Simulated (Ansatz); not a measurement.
AlAs:
```cif
data_AlAs
_chemical_formula_sum 'As1 Al1'
_space_group_name_H-M_alt 'P 1'
_space_group_IT_number 1
_cell_length_a 4.05056
_cell_length_b 4.05056
_cell_length_c 4.05056
_cell_angle_alpha 60.000
_cell_angle_beta 60.000
_cell_angle_gamma 60.000
loop_
_space_group_symop_operation_xyz
  'x, y, z'
loop_
_atom_site_label
_atom_site_type_symbol
_atom_site_fract_x
_atom_site_fract_y
_atom_site_fract_z
_atom_site_occupancy
As1 As 0.75000 0.75000 0.75000 1
Al1 Al 0.00000 0.00000 0.00000 1
```

Relaxed with PBE.

Q: Decompose the optical modes at the zone centre into irreducible representations, and say which are infrared and Raman allowed.

A: Point group -43m: Γ_opt = T2. Infrared: T2. Raman: T2.

Q: Assign frequencies (DFPT, PBE in the plane-wave PAW code Ansatz; without the LO–TO term).

A: T2 346 cm⁻¹.

Space group F-43m (zinc blende). The cell was relaxed with PBE under the symmetry of its start; phonons on a q-mesh show no instability.

Potentials: the later of the program's two PAW sets.
